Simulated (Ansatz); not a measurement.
ZnS:
```
CELL_PARAMETERS angstrom
      3.80829     0.00000     0.00000
     -1.90415     3.29808     0.00000
      0.00000     0.00000    12.46775
ATOMIC_POSITIONS crystal
  Zn 0.66667 0.33333 0.75007
  Zn 0.33333 0.66667 0.25007
  Zn 0.00000 0.00000 0.50012
  Zn 0.00000 0.00000 0.00012
  S  0.66667 0.33333 0.93758
  S  0.33333 0.66667 0.43758
  S  0.00000 0.00000 0.68723
  S  0.00000 0.00000 0.18723
```

Relaxed with r²SCAN.

Problem. Map the electron localisation function on the plane through (0.667, 0.333, 0.750) spanned by u = [0, 0, 1] and v = [1, -1, 0] in lattice vectors, from DFT-r²SCAN in the program Ansatz with PAW potentials.

Solution. x is the fraction of u, y of v (the angle between them is 90°; rows are the nearest grid lines); atoms in the plane: Zn at (0.00, 0.00), Zn at (0.50, 0.67), Zn at (0.75, 0.33), Zn at (0.25, 0.33), S at (0.19, 0.00), S at (0.69, 0.67), S at (0.94, 0.33), S at (0.44, 0.33).
```
|   :%@#  +%#=.                     .:.  |
|  .:%@#  *%#=                      .:.  |
| ..:#@@#%@@#-           ..:::.     .... |
|.:.:*%%%@@%*:      ..  .:=++=-.    .....|
|....:+*###+:     ......=#%%%%#=.    ....|
|..  .:=++=-.    ....:.:*%%%@@%*:      ..|
|                ...  .:#@%=+%@#=        |
|                .:.  .:%@#  *%#=        |
|                .:.   :%@#  +%#=.       |
|                ...  .:#@%+*%@#=        |
|.              .:.....:#@@%@@@#-   .:::.|
|+:     .......:+##*-...=#%@@%+-..:=*###+|
|#=.    .......=#%@@#-..:+*#+-:...-*#%%%#|
|%#-   .... ..:#@@%@@#-  .:... ..:#@%#%@%|
|@#-   ...   .:#@%+*%#-   ...   .:#@%=+%@|
|%#=   .:.    :%@*  +#=   .:.    :%@*  +%|
|%#=   .:.   .:%@#  *#=   .:.   .:%@#  *%|
|@#-   ...   .:#@%=+%#-   ...   .:#@%+*%@|
|%+:  :=-:....:+%%%@@*:   .....:.:*%@@@@%|
|+-..:+*#+-:...-*#%%%=.    .......=#%@@#+|
|...:+%@@@@%+:  :-=+=.       ...  .-=-:..|
| ..:#@@%@@@#-   .:::              .:... |
|  .:%@#  *%#=                      .:.  |
|   :%@#  +%#=.                     .:.  |
```
Scale: ten equal steps from 0.000 (start of ' ') to 0.899 (end of '@'), in the order ' .:-=+*#%@'; x runs from 0.000 to 1.00, y from 0.000 (bottom) to 1.00 (top).

The density is the valence pseudo-density with augmentation charge, so density and ELF within about 1 Å of a nucleus are not all-electron values.

Space group P6_3mc (4H polytype). The cell was relaxed with r²SCAN under the symmetry of its start.

Potentials: the later of the program's two PAW sets.
